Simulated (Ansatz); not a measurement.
Values for one crystal, relaxed and computed with DFT-r²SCAN in the program Ansatz with PAW potentials; other levels are named.

| Quantity | Value |
|---|---|
| Volume per atom | 25.46 Å³ |
| Electronic character | metallic (no gap) |
| Debye temperature from the elastic constants | 200 K |
| Formation energy from the elements (no fitted shifts) | -0.057 eV/atom |
| Pressure derivative B′ | 5.3 |
| Bulk modulus (Birch–Murnaghan fit) | 810 kbar |
| Poisson's ratio | 0.34 |

Q: Pick the material that matches.
A) Sb2Pt, Pa-3 (Pt on 4a, Sb on 8c)
B) GaAs, Pa-3 (Ga on 8c, As on 8c)
C) Sb2Au, Pa-3 (Sb on 8c, Au on 4a)
D) La2Sb, I4/mmm (Sb on 4e, La on 4c, La on 4e)

A: C, Sb2Au, Pa-3 (Sb on 8c, Au on 4a)

The workflow started from a Materials Project entry (that database holds measured and hypothetical structures alike); the Crystallography Open Database files this formula in space group No. 205, but the cells were not matched. Whether it is the stable phase at ambient conditions was not checked. The r²SCAN relaxation kept the symmetry of its start; its stability against distortions is not shown here. As this level gives no gap, shear constants depend on the k-mesh and smearing (Fermi–Dirac, 0.1 eV here). The references are the lowest solids computed at this level, not always the standard phases. Scalar-relativistic: spin–orbit coupling is off unless named, which matters more the heavier the elements.

Potentials: the later of the program's two PAW sets.
